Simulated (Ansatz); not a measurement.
Computed with DFT PBE, scalar-relativistic, plane waves, PAW in Ansatz 0.2.0. All cells share a 420 eV cutoff and Γ-centred k meshes spaced at most about 0.3 Å⁻¹ (about 0.25 or finer for metals, 2π included). No spin polarisation in the final relaxations.

All energies are static (0 K, no zero-point motion). All come from trial cells, and lower structures may exist.

Question: These unrelaxed guesses for CaCu₄Bi are each relaxed within their symmetry. Order them by the energy at which they end, lowest first.
A.

```
CELL_PARAMETERS angstrom
0.00000 3.63868 3.63868
3.63868 0.00000 3.63868
3.63868 3.63868 0.00000
ATOMIC_POSITIONS crystal
Ca 0.00000 0.00000 0.00000
Cu 0.62523 0.62523 0.12432
Cu 0.62523 0.12432 0.62523
Cu 0.62523 0.62523 0.62523
Cu 0.12432 0.62523 0.62523
Bi 0.25000 0.25000 0.25000
```

B.

```
CELL_PARAMETERS angstrom
5.47106 0.00000 0.00000
-2.73553 4.73808 0.00000
0.00000 0.00000 4.39376
ATOMIC_POSITIONS crystal
Ca 0.00000 0.00000 0.00000
Cu 0.66667 0.33333 0.00000
Cu 0.00306 0.50153 0.50000
Cu 0.49847 0.50153 0.50000
Cu 0.49847 0.99694 0.50000
Bi 0.33333 0.66667 0.00000
```

Answer: A (ends in F-43m, 0 meV/atom), B (ends in P-6m2, 86 meV/atom).

Spin–orbit coupling, which can matter for Bi, is left out. Cells relaxed within their symmetry can be saddle points. Some candidate types were left out of the draw beforehand, so a known form may be missing.
